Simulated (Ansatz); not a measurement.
This run works on a generated trial structure, not on a known crystal.

Input and command of a plane-wave DFT calculation in Ansatz:

```yaml
crystal:
  lattice:
    - [3.12772865, 1.80579498, 4.30887459]
    - [-3.12772865, 1.80579498, 4.30887459]
    - [0.0, -3.61158995, 4.30887459]
  atoms:
    - { symbol: Sn, position: [0.74705505, 0.55650046, 0.99107479] }
    - { symbol: Sn, position: [0.99107479, 0.74705505, 0.55650046] }
    - { symbol: Sn, position: [0.55650046, 0.99107479, 0.74705505] }
    - { symbol: Se, position: [0.29537263, 0.29537263, 0.29537263] }
    - { symbol: Se, position: [0.46822087, 0.46822087, 0.46822087] }
basis:
  ecutwfc: 420
kpoints:
  mp_grid: { grid: [3, 3, 3] }
hamiltonian:
  xc: pbe
scf:
  occupations: { method: gaussian, width: 0.2 }
  lower_state_search: "off"
output:
  forces: true
  stress: true
  eigenvalues: true
relax:
  adjacent_minimum: "off"
  f_tol: 0.08
  max_steps: 16
  cell: { stress_tol: 0.8 }
```

```bash
ansatz run input.yaml --threads 1 --pin off --max-ram 2560MiB --backend cpu --events-out ev --progress --plain --runs-dir out
```

Processor: Arm Neoverse V1, 1 thread, on a host shared with other jobs.

Problem. Estimate time, memory and problem size.

Solution. About 67 s, peak memory 0.37 GiB. It solves 45 bands at 6 k points (after reduction by symmetry) with about 2793 plane waves (on the last cell), in 83 SCF iterations over 12 ionic steps.
